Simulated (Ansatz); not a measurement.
MnAu2:
```cif
data_Au4Mn2
_chemical_formula_sum 'Mn2 Au4'
_space_group_name_H-M_alt 'I4/mmm'
_space_group_IT_number 139
_space_group_name_Hall '-I 4 2'
_cell_length_a 3.34013
_cell_length_b 3.34013
_cell_length_c 8.60513
_cell_angle_alpha 90.000
_cell_angle_beta 90.000
_cell_angle_gamma 90.000
loop_
_atom_site_label
_atom_site_type_symbol
_atom_site_symmetry_multiplicity
_atom_site_Wyckoff_symbol
_atom_site_fract_x
_atom_site_fract_y
_atom_site_fract_z
_atom_site_occupancy
Mn1 Mn 2 a 0.00000 0.00000 0.00000 1
Au1 Au 4 e 0.00000 0.00000 0.33911 1
```
(The calculation used a cell of 3 atoms; values per cell refer to that cell.)
The run is spin-polarised.

Relaxed at zero pressure with plane-wave PAW PBEsol (Ansatz code).

Problem. The volume is raised by 6 % and shape and atoms relax at that volume. What pressure results, and how do the axes share the change?

Solution. -7.6 GPa; a 2.3 %, b 2.3 %, c 1.3 %; the energy rises by 24 meV/atom.

Problem. Give the new structure.

Solution. 
Space group I4/mmm (No. 139); a = b = 3.4166 Å, c = 8.7176 Å, α = β = γ = 90.00°

```
atom  site  symmetry       x       y       z
----  ----  --------  ------  ------  ------
Mn      2a     4/mmm  0.0000  0.0000  0.0000
Au      4e       4mm  0.0000  0.0000  0.3391
```

The phase is kept; no other phase was compared at this pressure.

The workflow started from an entry of the Crystallography Open Database (COD). Its standing as an ambient phase is unchecked. The PBEsol relaxation kept the symmetry of its start; its stability against distortions is not shown here. Magnetic state: ferromagnetic, chosen from 4 collinear starts compared on coarse meshes (ties went to the first, and starts can fall back to one state), not a proven ground state. Axis ratios of metals converge slowly with the k-mesh, so a and c are less sure than the volume. Scalar-relativistic: spin–orbit coupling is off unless named, which matters more the heavier the elements.

Potentials: the later of the program's two PAW sets.
